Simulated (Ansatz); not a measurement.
**Stationary points along a deformation path in KMgF₃**

The calculation used Ansatz 0.2.0, DFT PBEsol, scalar-relativistic, plane waves, PAW. The runs took a 420 eV cutoff, a Γ-centred 6×6×6 mesh and Gaussian smearing (0.05 eV). No spin polarisation. Energies are free energies at this smearing, counted from the undisturbed cell; pressure is positive in compression.

Reference structure (as given, not relaxed at this level; it stands at 0.3 GPa, and it needn't be the usual structure):

```
CELL_PARAMETERS angstrom
3.98590 0.00000 0.00000
0.00000 3.98590 0.00000
0.00000 0.00000 3.98590
ATOMIC_POSITIONS crystal
K 0.50000 0.50000 0.50000
Mg 0.00000 0.00000 0.00000
F 0.50000 0.00000 0.00000
F 0.00000 0.50000 0.00000
F 0.00000 0.00000 0.50000
```

At fixed volume and fractional coordinates, lengths along (0.000, 0.000, 1.000) are scaled against those across it; ρ is that ratio over its starting value. V = 12.665 Å³/atom. Δσ is the stress along the axis less the mean stress across it (compression positive).

| ρ | ΔE (meV/atom) | Δσ (GPa) | space group |
| --- | --- | --- | --- |
| 0.650 | 921.9 | 112.33 | P4/mmm |
| 0.707 | 515.7 | 73.12 | P4/mmm |
| 0.780 | 225.4 | 41.14 | P4/mmm |
| 0.850 | 84.8 | 22.07 | P4/mmm |
| 0.920 | 20.2 | 9.63 | P4/mmm |
| 0.960 | 4.6 | 4.37 | P4/mmm |
| 1.000 | 0.0 | 0.00 | Pm-3m |
| 1.050 | 6.0 | -4.60 | P4/mmm |
| 1.100 | 22.2 | -8.60 | P4/mmm |
| 1.200 | 78.0 | -15.73 | P4/mmm |
| 1.300 | 158.9 | -22.71 | P4/mmm |
| 1.414 | 277.8 | -31.25 | P4/mmm |
| 1.500 | 385.9 | -38.37 | P4/mmm |

How does the stress give the slope of the energy, and where is the energy stationary?

Along the path d ln(length) is 2/3 d ln ρ on the axis and −1/3 d ln ρ across it, so dE/d ln ρ = −(2/3) V Δσ: the energy falls with ρ where Δσ is positive. Δσ vanishes or changes sign at ρ = 1.000 (Pm-3m), a minimum at 0.0 meV/atom. Pairs of stationary points between two samples would go unseen, and could change a minimum read from distant neighbours into a maximum. At ρ = 1.000 the cell is cubic, where symmetry alone makes the stress isotropic and the slope zero.

Which shear constant sets the curvature at ρ = 1?

For a cubic crystal E/V = (2/3) C (ln ρ)² with C = C′ = (C11 − C12)/2, so Δσ = −2C ln ρ. The parabola of Δσ against ln ρ through ρ = 0.960, 1 and 1.050 gives C ≈ 51 GPa with the ions clamped, rough because the steps are large.

Integrate that slope from ρ = 1 to 0.850 by the trapezoid rule.

With V/N in Å³ and 1 eV/Å³ = 160.2 GPa the slopes at ρ = 1.000, 0.960, 0.920, 0.850 are 0, -230, -507, -1163 meV/atom per unit of ln ρ. The steps add 4.7 + 15.7 + 66.1 = 86.5 meV/atom, against 84.8 from the energies; the trapezoid rule misses the curvature of the slope within each step.